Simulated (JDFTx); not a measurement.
# Double layer at Al(111)

Al(111) slab cut from bulk Al (space group Fm-3m, indices of the conventional cell, lattice of the Materials Project entry mp-134, not re-optimised): 6 atoms in 6 planes, a 1x1 cell of 7.06 Å² (|a| = 2.856, |b| = 2.856 Å), 11.7 Å between the outermost planes, cell height 27.7 Å, 8×8×1 k mesh, Fermi smearing 0.01 Ha, no spin polarisation.

Computed with JDFTx (a modified build): PBE, GBRV ultrasoft potentials, plane waves to 20/100 Ha. Outer atoms relaxed in vacuum, keeping the start's symmetry. The same nuclei were then put into each liquid, at zero charge and at set potentials or charges. The surface is an ideal bare cut with both faces alike: no reconstruction, overlayer or explicit solvent molecules. The electron chemical potential μ is absolute (zero in the bulk liquid) and is turned into a potential by U = −μ/e − 4.44 V vs SHE, a convention. Convergence in thickness and k mesh wasn't tested for this slab.

In vacuum the work function is 4.06 eV, which would put the uncharged electrode at -0.38 V vs SHE if the liquid did nothing. Each liquid moves the Fermi level of the neutral slab, now counted from the bulk liquid: linear PCM (GLSSA13), water, 0.5 M KCl by 0.28 eV, to a potential of zero charge of -0.66 V; CANDLE, water, 0.5 M KCl by 0.31 eV, to a potential of zero charge of -0.69 V. The models of water differ by 0.04 V among themselves.

Charging:

```
liquid                       U − U_pzc (V)  σ (μC/cm²)  σ/(U − U_pzc) (μF/cm²)  Δγ (mJ/m²)
---------------------------  -------------  ----------  ----------------------  ----------
linear PCM (GLSSA13), water          -0.56        -8.0                      14         -23
linear PCM (GLSSA13), water          -0.29        -4.3                      15          -6
linear PCM (GLSSA13), water           0.16         2.4                      16          -2
linear PCM (GLSSA13), water           0.31         5.0                      16          -7
linear PCM (GLSSA13), water           0.51         8.5                      17         -21
linear PCM (GLSSA13), water           0.71        12.4                      18         -42
CANDLE, water                         0.29         4.0                      14          -6
```

The mean capacitance runs from 14 to 18 μF/cm². Δγ, the grand free energy per area against the neutral surface, is negative throughout, since charging at a held potential lowers it. The cavity function reaches one half at 2.6 Å (linear PCM (GLSSA13), water), 3.3 Å (CANDLE, water) above the top atoms; the models define their cavities differently. CANDLE's negatively charged runs are left out, as they depend on the cell height. No specific adsorption of ions or solvent is in these numbers.
